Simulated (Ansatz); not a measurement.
**A plane-wave run on LaYbS$_{3}$**

input.yaml (Ansatz 0.2.0)

```yaml
crystal:
  lattice:
    - [1.96046615, 6.31138398, 0.0]
    - [1.96046615, -6.31138398, 0.0]
    - [0.0, 0.0, -9.50704674]
  atoms:
    - { symbol: Yb, position: [0.0, 0.0, 0.0], spin: 1.0 }
    - { symbol: Yb, position: [0.0, 0.0, 0.5], spin: 1.0 }
    - { symbol: S, position: [0.3585, 0.6415, 0.9389] }
    - { symbol: S, position: [0.6415, 0.3585, 0.4389] }
    - { symbol: S, position: [0.6415, 0.3585, 0.0611] }
    - { symbol: S, position: [0.3585, 0.6415, 0.5611] }
    - { symbol: S, position: [0.0835, 0.9165, 0.75] }
    - { symbol: S, position: [0.9165, 0.0835, 0.25] }
    - { symbol: La, position: [0.74651, 0.25349, 0.75] }
    - { symbol: La, position: [0.25349, 0.74651, 0.25] }
kpoints:
  mp_grid: { grid: [5, 5, 2], shift: [0, 0, 0] }
  band_path:
    path:
      - [0.0, 0.0, 0.0]
      - [0.5, -0.5, 0.0]
      - [0.72587821, -0.27412179, 0.0]
      - [0.27412179, 0.27412179, 0.0]
      - [0.0, 0.0, 0.0]
      - [0.0, 0.0, -0.5]
      - [0.27412179, 0.27412179, -0.5]
      - [0.72587821, -0.27412179, -0.5]
      - [0.5, -0.5, -0.5]
      - [0.5, -0.5, 0.0]
      - [0.0, 0.0, 0.0]
    npoints: 6
magnetization:
  spin_polarized: true
scf:
  occupations: { method: fermi_dirac, width: 0.0555 }
  lower_state_search: "off"
  max_iter: 200
hamiltonian:
  pseudopotentials: { kind: paw }
  xc: pbe
basis:
  ecutwfc: 420
  fft_grid_basis: typed
output:
  forces: true
  stress: true
  eigenvalues: true
  bader: true
  populations: true
  elf: true
  write_potential: true
  volumetric_format: npy
  dos:
    e_range: [-12, 8]
    de: 0.05
    projected: { site_lists: { La: [La], S: [S], Yb: [Yb] } }
checkpoint:
  read: saved_state
```

The saved state is an earlier solution for the same cell, perhaps on another mesh. Magnetic state (reached from a saved solution, and it need not be the lowest): Yb1 up, Yb2 up.

Output (shortened):

```
Yb: projections on atomic orbitals take those of the free atom [Kr 4d10] 4f14 5s2 5p6 5d0 6s2, of charge +0.00 (hamiltonian.pseudopotentials.projection_atoms); the dataset's partial waves leave at most 1.5e-4 of an orbital's norm unspanned inside its sphere
La: projections on atomic orbitals take those of the free atom [Kr 4d10] 4f0 5s2 5p6 5d1 6s2, of charge +0.00 (hamiltonian.pseudopotentials.projection_atoms); the dataset's partial waves leave at most 1.9e-5 of an orbital's norm unspanned inside its sphere
Pseudopotentials: kind: paw
Pseudopotential: Yb, paw, valence charge 24, recommended cutoff 420 eV (normal), Yb.paw.azcp
Pseudopotential: S, paw, valence charge 6, recommended cutoff 420 eV (normal), S.paw.azcp
Pseudopotential: La, paw, valence charge 11, recommended cutoff 420 eV (normal), La.paw.azcp
Functional definition: PBE
  exchange = pbe_x(kappa = kappa, mu = beta*pi^2/3)
  correlation = pbe_c(beta = beta)
Crystal: 10 atoms, lattice volume = 235.266 Å³
Basis set: ecut = 420 eV, 4633 PW (Γ), exchange–correlation on 90×90×128 points (8 copies of the dense FFT grid, shifted against one another)
Bands: 65, of which v1, the nominal top of the filled ones, is band 53 counted from 1 (52 counted from 0)
Symmetry: 8 space group operations
Space group: Cmcm (ITA 63), of the structure as read, at distance tolerance 6.2e-5 Å
Magnetic group: BNS 63.457 (UNI 555), of the structure as read, at distance tolerance 6.2e-5 Å
k-points: 18 of 50
Initial density: read from a saved state, or passed on in memory by an earlier SCF of this step, an earlier step, the calling program or the single point that the run made first
Starting moments: Σ|m| = 2 μB on 2 of 10 sites; this step starts from the density that it was given
Functional: x = pbe(κ = 0.804, μ = 0.2195), c = pbe(β = 0.0667)
Magnetization: 1.2980 μB (53.6490 up, 52.3510 down)
Absolute magnetization: 1.3070 μB (∫|ρ↑−ρ↓|, with the PAW one-centre terms)
Spin contamination: 0.0183 ħ² per cell (⟨S²⟩ above its minimum at these occupations)
Per-site moments (μB) at R_I (Å): [(0.4933, 1.0725), (0.4933, 1.0725), (0.0414, 1.1199), (0.0414, 1.1199), (0.0414, 1.1199), (0.0414, 1.1199), (0.0321, 1.0725), (0.0321, 1.0725), (0.0048, 1.1723), (0.0048, 1.1723)]
Free energy (F): -45521.9599 eV
Harris-Foulkes:  -45521.9599 eV  (|F-HF|=4.87e-9)
Internal energy: -45521.8278 eV  (E = F + TS)
E sigma→0 (E₀):  -45521.8938 eV
Entropy (-TS):   -0.1321 eV (-13.214 meV/atom)
Fermi energy:    8.8161 eV
--- Per-component energies (eV) ---
  E_band       = -72.8317
  E_kinetic    = 1759.0856
  E_local      = -15599.2050  (includes V_loc(G=0)·N_el)
  E_nonlocal   = 1408.7041
  E_hartree    = 6739.8253
  E_xc         = -1203.2314
  E_vxc        = -1246.4291  (∫ρ·V_xc dr)
  E_paw        = -29112.8084  (= ΣΔE_a)
  E_vpaw       = 125.3654  (= ΣTr[D̂ρ^β])
  E_aug_tail   = 0.0000  (compensation charges beyond the density's cutoff)
  E_ewald      = -9514.1979
  E_smearing   = -0.1321  (= −TS)
--- Forces (eV/Å), atoms counted from 1 ---
  atom   1  Yb     0.0000     0.0000     0.0000
  atom   2  Yb     0.0000     0.0000     0.0000
  atom   3  S      0.0000    -0.2026     0.1280
  atom   4  S      0.0000     0.2026     0.1280
  atom   5  S      0.0000     0.2026    -0.1280
  atom   6  S      0.0000    -0.2026    -0.1280
  atom   7  S      0.0000     0.1639     0.0000
  atom   8  S      0.0000    -0.1639     0.0000
  atom   9  La     0.0000    -0.0215     0.0000
  atom  10  La     0.0000     0.0215     0.0000
--- Stress (GPa, compression-positive) ---
        2.2491       0.0000       0.0000
        0.0000       1.8647       0.0000
        0.0000       0.0000       1.7247
  P = ⅓ Tr σ = 1.9461 GPa (19.461 kbar)
--- Löwdin populations: 10 sites ---
  site symbol       q [e]    m [muB]
     0     Yb     23.9327     0.4648
     1     Yb     23.9327     0.4648
     2      S      6.2279     0.0603
     3      S      6.2279     0.0603
     4      S      6.2279     0.0603
     5      S      6.2279     0.0603
     6      S      6.1437     0.0527
     7      S      6.1437     0.0527
     8     La     10.3545     0.0078
     9     La     10.3545     0.0078
  spilling = 0.0021 (of n_electrons = 106.0000)
--- Bader charges: 10 sites ---
  site symbol  charge [e]  shift [e]    m [muB]
     0     Yb      1.6903     0.0003     0.4932
     1     Yb      1.6903     0.0003     0.4932
     2      S     -1.1841     0.0001     0.0528
     3      S     -1.1841     0.0001     0.0528
     4      S     -1.1841     0.0001     0.0528
     5      S     -1.1841     0.0001     0.0528
     6      S     -1.1582     0.0001     0.0429
     7      S     -1.1582     0.0001     0.0429
     8     La      1.8361     0.0000     0.0074
     9     La      1.8361     0.0000     0.0074
```

Origin: a database entry at a rescaled volume. Caveats: the k mesh is coarse if the cell is a metal; f shells without a U or exact exchange are poorly placed.
